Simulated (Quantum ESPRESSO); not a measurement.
## TaHf2TiO7N (one run as intended and one with a planted mistake)

Computed values, not a measurement. The program is pw.x of Quantum ESPRESSO 7.5 (plane-wave density functional theory). The cell is made up: 12 atoms on a fluorite lattice, with randomly drawn elements, strain and displacements, not relaxed. PseudoDojo standard norm-conserving files (v0.5 for PBE, v0.4.1 for LDA and PBEsol) set the functional; there is no spin polarisation, spin-orbit coupling or dispersion term, and the masses in the input are unused placeholders.

The hafnium pseudopotential is less sure than the others, with forces about 3 percent (worst 6) and pressure in oxides about 1.5 GPa (worst 2.7) from a second method in checks, which no rerun with the same files tests.

Intended input:

```
&control calculation='scf', pseudo_dir='./dojo.nc.sr.pbe.v0_5.standard.upf', outdir='./o', disk_io='low', tprnfor=.true., tstress=.true. /
&system ibrav=0, nat=12, ntyp=5, nbnd=54, ecutwfc=84.00895049, nosym=.true., tot_charge=0,
 occupations='smearing', smearing='fd', degauss=0.0018374661
/
&electrons conv_thr=7.350e-09, electron_maxstep=60, /
ATOMIC_SPECIES
Hf 1.0 Hf.upf
N 1.0 N.upf
O 1.0 O.upf
Ta 1.0 Ta.upf
Ti 1.0 Ti.upf
CELL_PARAMETERS angstrom
4.9927 0.0 0.0
0.0 4.9927 0.0
0.0 0.0 4.9927
ATOMIC_POSITIONS angstrom
Ta -0.0503 0.0584 -0.0662
Hf 0.0651 2.509 2.5124
Hf 2.4764 0.0514 2.4979
Ti 2.4827 2.604 0.0214
O 1.181 1.227 1.2104
O 1.2114 1.2794 3.7329
O 1.2012 3.7635 1.2487
O 1.2719 3.7666 3.7945
O 3.7331 1.2644 1.2485
O 3.7846 1.2063 3.7571
O 3.7256 3.6921 1.2904
N 3.6676 3.7793 3.6589
K_POINTS automatic
5 5 5 1 1 1
```

The log is shortened where brackets say so; the opening notice, blank lines, dates and the lines on written files are dropped, and the path of the files is cut. It prints rydbergs, bohrs and kilobars, and counts compression as positive stress. Where no state is partly filled, the Fermi energy that it prints is only some level between the filled and the empty states on the mesh, and need not lie in the true gap.

Log of the intended run:

```
     Program PWSCF v.7.5
     Parallel version (MPI & OpenMP), running on       4 processor cores
     Number of MPI processes:                 4
     Threads/MPI process:                     1
     [start-up lines left out]
     bravais-lattice index     =            0
     lattice parameter (alat)  =       9.4348  a.u.
     unit-cell volume          =     839.8525 (a.u.)^3
     number of atoms/cell      =           12
     number of atomic types    =            5
     number of electrons       =        96.00
     number of Kohn-Sham states=           54
     kinetic-energy cutoff     =      84.0090  Ry
     charge density cutoff     =     336.0358  Ry
     scf convergence threshold =      7.3E-09
     mixing beta               =       0.7000
     number of iterations used =            8  plain     mixing
     Exchange-correlation= PBE
                           (   1   4   3   4   0   0   0)
     [axes and pseudopotential details left out]
   Cartesian axes
     site n.     atom                  positions (alat units)
         1        Ta     tau(   1) = (  -0.0100747   0.0116971  -0.0132594  )
         2        Hf     tau(   2) = (   0.0130390   0.5025337   0.5032147  )
         3        Hf     tau(   3) = (   0.4960042   0.0102950   0.5003105  )
         4        Ti     tau(   4) = (   0.4972660   0.5215615   0.0042863  )
         5        O      tau(   5) = (   0.2365454   0.2457588   0.2424340  )
         6        O      tau(   6) = (   0.2426342   0.2562541   0.7476716  )
         7        O      tau(   7) = (   0.2405913   0.7538005   0.2501052  )
         8        O      tau(   8) = (   0.2547519   0.7544215   0.7600096  )
         9        O      tau(   9) = (   0.7477117   0.2532497   0.2500651  )
        10        O      tau(  10) = (   0.7580267   0.2416128   0.7525187  )
        11        O      tau(  11) = (   0.7462095   0.7394997   0.2584573  )
        12        N      tau(  12) = (   0.7345925   0.7569652   0.7328500  )
     number of k points=    63  Fermi-Dirac smearing, width (Ry)=  0.0018
                       cart. coord. in units 2pi/alat
        k(    1) = (   0.1000000   0.1000000   0.1000000), wk =   0.0320000
        k(    2) = (   0.1000000   0.1000000   0.3000000), wk =   0.0320000
     [further k points left out]
     Dense  grid:    87391 G-vectors     FFT dimensions: (  60,  60,  60)
     Estimated max dynamical RAM per process >     304.65 MB
     Estimated total dynamical RAM >       1.13 GB
     Initial potential from superposition of free atoms
     starting charge      95.9938, renormalised to      96.0000
     Starting wfcs are   72 randomized atomic wfcs
     total cpu time spent up to now is       17.5 secs
     per-process dynamical memory:   243.9 Mb
     Self-consistent Calculation
     iteration #  1     ecut=    84.01 Ry     beta= 0.70
     Davidson diagonalization with overlap
     ethr =  1.00E-02,  avg # of iterations =  2.0
     total cpu time spent up to now is       42.8 secs
     total energy              =    -725.24526654 Ry
     estimated scf accuracy    <       5.51292228 Ry
     iteration #  2     ecut=    84.01 Ry     beta= 0.70
     Davidson diagonalization with overlap
     ethr =  5.74E-03,  avg # of iterations =  6.2
     total cpu time spent up to now is       84.7 secs
     total energy              =    -720.18630312 Ry
     estimated scf accuracy    <      52.44401652 Ry
     [iterations 3 to 15 left out]
     iteration # 16     ecut=    84.01 Ry     beta= 0.70
     Davidson diagonalization with overlap
     ethr =  1.21E-10,  avg # of iterations =  5.4
     total cpu time spent up to now is      463.4 secs
     total energy              =    -728.10815425 Ry
     estimated scf accuracy    <       0.00000002 Ry
     iteration # 17     ecut=    84.01 Ry     beta= 0.70
     Davidson diagonalization with overlap
     ethr =  2.30E-11,  avg # of iterations =  3.2
     total cpu time spent up to now is      485.4 secs
     End of self-consistent calculation
     [lines on levels left out]
     the Fermi energy is    13.8922 ev
!    total energy              =    -728.10815425 Ry
     estimated scf accuracy    <          3.9E-09 Ry
     smearing contrib. (-TS)   =      -0.00000000 Ry
     internal energy E=F+TS    =    -728.10815425 Ry
     The total energy is F=E-TS. E is the sum of the following terms:
     one-electron contribution =    -122.33552268 Ry
     hartree contribution      =     118.81871647 Ry
     xc contribution           =    -169.23928639 Ry
     ewald contribution        =    -555.35206165 Ry
     convergence has been achieved in  17 iterations
     Forces acting on atoms (cartesian axes, Ry/au):
     atom    1 type  4   force =    -0.05641662   -0.05258809   -0.02004770
     atom    2 type  1   force =    -0.06150541    0.03147771    0.00157605
     atom    3 type  1   force =     0.02904447   -0.03205344   -0.00260956
     atom    4 type  5   force =     0.06334340    0.06486948   -0.02156939
     atom    5 type  3   force =     0.00954480    0.00629860   -0.02895665
     atom    6 type  3   force =     0.02513942   -0.02183895    0.03393648
     atom    7 type  3   force =     0.02179579   -0.00777284   -0.02240578
     atom    8 type  3   force =    -0.04154249    0.01026270    0.02746597
     atom    9 type  3   force =    -0.00842267   -0.02214514   -0.03056127
     atom   10 type  3   force =    -0.01115707    0.03136232    0.02754789
     atom   11 type  3   force =    -0.01297827    0.02932198   -0.08402491
     atom   12 type  2   force =     0.04315466   -0.03719434    0.11964886
     Total force =     0.239907     Total SCF correction =     0.000171
     Computing stress (Cartesian axis) and pressure
          total   stress  (Ry/bohr**3)                   (kbar)     P=       35.26
   0.00026841  -0.00024859   0.00011606           39.48      -36.57       17.07
  -0.00024859   0.00026587  -0.00015694          -36.57       39.11      -23.09
   0.00011606  -0.00015694   0.00018483           17.07      -23.09       27.19
     init_run     :     10.97s CPU     11.31s WALL (       1 calls)
     electrons    :    466.12s CPU    467.92s WALL (       1 calls)
     forces       :      3.31s CPU      3.33s WALL (       1 calls)
     stress       :     13.17s CPU     13.48s WALL (       1 calls)
     [timing details left out]
     PWSCF        :   8m19.87s CPU   8m22.43s WALL
     JOB DONE.
```

A second run has one planted mistake: the k-point mesh is too coarse. The input lines that differ, file-writing options aside:

```
- 5 5 5 1 1 1
+ 1 1 1 1 1 1
```

Its log:

```
     Program PWSCF v.7.5
     Parallel version (MPI & OpenMP), running on       4 processor cores
     Number of MPI processes:                 4
     Threads/MPI process:                     1
     [start-up lines left out]
     bravais-lattice index     =            0
     lattice parameter (alat)  =       9.4348  a.u.
     unit-cell volume          =     839.8525 (a.u.)^3
     number of atoms/cell      =           12
     number of atomic types    =            5
     number of electrons       =        96.00
     number of Kohn-Sham states=           54
     kinetic-energy cutoff     =      84.0090  Ry
     charge density cutoff     =     336.0358  Ry
     scf convergence threshold =      7.3E-09
     mixing beta               =       0.7000
     number of iterations used =            8  plain     mixing
     Exchange-correlation= PBE
                           (   1   4   3   4   0   0   0)
     [axes and pseudopotential details left out]
   Cartesian axes
     site n.     atom                  positions (alat units)
         1        Ta     tau(   1) = (  -0.0100747   0.0116971  -0.0132594  )
         2        Hf     tau(   2) = (   0.0130390   0.5025337   0.5032147  )
         3        Hf     tau(   3) = (   0.4960042   0.0102950   0.5003105  )
         4        Ti     tau(   4) = (   0.4972660   0.5215615   0.0042863  )
         5        O      tau(   5) = (   0.2365454   0.2457588   0.2424340  )
         6        O      tau(   6) = (   0.2426342   0.2562541   0.7476716  )
         7        O      tau(   7) = (   0.2405913   0.7538005   0.2501052  )
         8        O      tau(   8) = (   0.2547519   0.7544215   0.7600096  )
         9        O      tau(   9) = (   0.7477117   0.2532497   0.2500651  )
        10        O      tau(  10) = (   0.7580267   0.2416128   0.7525187  )
        11        O      tau(  11) = (   0.7462095   0.7394997   0.2584573  )
        12        N      tau(  12) = (   0.7345925   0.7569652   0.7328500  )
     number of k points=     1  Fermi-Dirac smearing, width (Ry)=  0.0018
                       cart. coord. in units 2pi/alat
        k(    1) = (  -0.5000000  -0.5000000  -0.5000000), wk =   2.0000000
     Dense  grid:    87391 G-vectors     FFT dimensions: (  60,  60,  60)
     Estimated max dynamical RAM per process >     160.69 MB
     Estimated total dynamical RAM >     578.74 MB
     Initial potential from superposition of free atoms
     starting charge      95.9938, renormalised to      96.0000
     Starting wfcs are   72 randomized atomic wfcs
     total cpu time spent up to now is        2.7 secs
     per-process dynamical memory:    96.3 Mb
     Self-consistent Calculation
     iteration #  1     ecut=    84.01 Ry     beta= 0.70
     Davidson diagonalization with overlap
     ethr =  1.00E-02,  avg # of iterations =  2.0
     total cpu time spent up to now is        3.9 secs
     total energy              =    -725.68442431 Ry
     estimated scf accuracy    <       5.23297153 Ry
     iteration #  2     ecut=    84.01 Ry     beta= 0.70
     Davidson diagonalization with overlap
     ethr =  5.45E-03,  avg # of iterations =  6.0
     total cpu time spent up to now is        5.6 secs
     total energy              =    -719.61731583 Ry
     estimated scf accuracy    <      55.96706809 Ry
     [iterations 3 to 19 left out]
     iteration # 20     ecut=    84.01 Ry     beta= 0.70
     Davidson diagonalization with overlap
     ethr =  2.01E-11,  avg # of iterations =  8.0
     total cpu time spent up to now is       30.1 secs
     total energy              =    -728.30052214 Ry
     estimated scf accuracy    <       0.00000002 Ry
     iteration # 21     ecut=    84.01 Ry     beta= 0.70
     Davidson diagonalization with overlap
     ethr =  1.81E-11,  avg # of iterations =  3.0
     total cpu time spent up to now is       31.4 secs
     End of self-consistent calculation
     [lines on levels left out]
     the Fermi energy is    13.2939 ev
!    total energy              =    -728.30052215 Ry
     estimated scf accuracy    <          1.4E-09 Ry
     smearing contrib. (-TS)   =      -0.00000000 Ry
     internal energy E=F+TS    =    -728.30052215 Ry
     The total energy is F=E-TS. E is the sum of the following terms:
     one-electron contribution =    -121.16231036 Ry
     hartree contribution      =     117.15954091 Ry
     xc contribution           =    -168.94569104 Ry
     ewald contribution        =    -555.35206165 Ry
     convergence has been achieved in  21 iterations
     Forces acting on atoms (cartesian axes, Ry/au):
     atom    1 type  4   force =    -0.08338668   -0.04810177   -0.05495752
     atom    2 type  1   force =    -0.03110554    0.03110376    0.01518308
     atom    3 type  1   force =     0.02841869   -0.01372788    0.00026253
     atom    4 type  5   force =     0.09130869    0.12053656   -0.02276553
     atom    5 type  3   force =     0.00324421    0.00308296   -0.03419616
     atom    6 type  3   force =     0.02622735   -0.04011630    0.05829278
     atom    7 type  3   force =     0.02267118   -0.02074889   -0.03202601
     atom    8 type  3   force =    -0.04324814    0.00606159    0.02500564
     atom    9 type  3   force =    -0.00042817   -0.03080742   -0.03547699
     atom   10 type  3   force =    -0.02726886    0.03795622    0.02877607
     atom   11 type  3   force =    -0.02480187    0.02818976   -0.09065062
     atom   12 type  2   force =     0.03836916   -0.07342859    0.14255272
     Total force =     0.303733     Total SCF correction =     0.000122
     Computing stress (Cartesian axis) and pressure
          total   stress  (Ry/bohr**3)                   (kbar)     P=       32.47
   0.00024738  -0.00033419   0.00018555           36.39      -49.16       27.30
  -0.00033419   0.00026044  -0.00018641          -49.16       38.31      -27.42
   0.00018555  -0.00018641   0.00015440           27.30      -27.42       22.71
     init_run     :      2.37s CPU      2.44s WALL (       1 calls)
     electrons    :     28.52s CPU     28.83s WALL (       1 calls)
     forces       :      0.44s CPU      0.47s WALL (       1 calls)
     stress       :      1.12s CPU      1.14s WALL (       1 calls)
     [timing details left out]
     PWSCF        :     32.65s CPU     33.13s WALL
     JOB DONE.
```

```
                                            intended run  run with the mistake
                          free energy (eV)     -9906.416             -9909.033
                    smearing term -TS (eV)        0.0000                0.0000
                            pressure (GPa)          3.53                  3.25
            largest force component (eV/Å)         3.076                 3.665
largest change of a force component (eV/Å)                               1.431
                                iterations            17                    21
```

For scale, a rerun of the intended cell at a cutoff of 1437 eV and k mesh 7 x 7 x 7 moved values by no more than 0.003 eV in energy, 0.04 GPa in stress and 0.003 eV/Å in force.